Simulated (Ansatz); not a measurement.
# Find the missing element

Cell vectors (Å):

```
0.0000 1.9596 1.9596
1.9596 0.0000 1.9596
1.9596 1.9596 0.0000
```

```
atom       a       b       c
   X  0.0000  0.0000  0.0000
```

All numbers below come from PBEsol, all-electron LAPW in Ansatz 0.2.0, with spin-orbit coupling. k mesh 18×18×18, fine mesh 18×18×18, Fermi-Dirac smearing of 0.080 eV, lines of 0.15 eV, Drude damping 0.1 eV.

Independent-particle optical response of a crystal from Kohn-Sham bands on the fine mesh with a Drude term, no local fields or excitons; Cartesian axes as in the cell vectors.

```
Fine mesh              : 18, 18, 18
Line width             : 0.15 eV
Drude damping          : 0.1 eV
Further gaussian width : 0.3 eV
```

| photon energy (eV) | dielectric imag xx |
| --- | --- |
| 0.8 | 89.9 |
| 1.6 | 42.64 |
| 2.4 | 19.26 |
| 3.2 | 10.55 |
| 4 | 7.95 |
| 4.8 | 5.29 |
| 5.6 | 3.91 |
| 6.4 | 3.97 |
| 7.2 | 4.6 |
| 8 | 5.08 |
| 8.8 | 5.39 |
| 9.6 | 5.29 |
| 10.4 | 3.94 |
| 11.2 | 3.42 |
| 12 | 2.59 |
| 12.8 | 2.57 |
| 13.6 | 2.77 |
| 14.4 | 2.6 |
| 15.2 | 2.43 |
| 16 | 2.25 |
| 16.8 | 2.18 |
| 17.6 | 2.85 |
| 18.4 | 3.58 |
| 19.2 | 4.54 |
| 20 | 3.77 |

Task: All X atoms are one element. Which one was computed?

Result: Pt; the crystal is Pt (Fm-3m).

Limits of these numbers: large density of states at the Fermi level, a magnetic or distorted state may lie lower; these sums move with the mesh, by several per cent and more for small sheets; Fermi surface not resolved by the mesh; spectra summed at the mesh points alone.
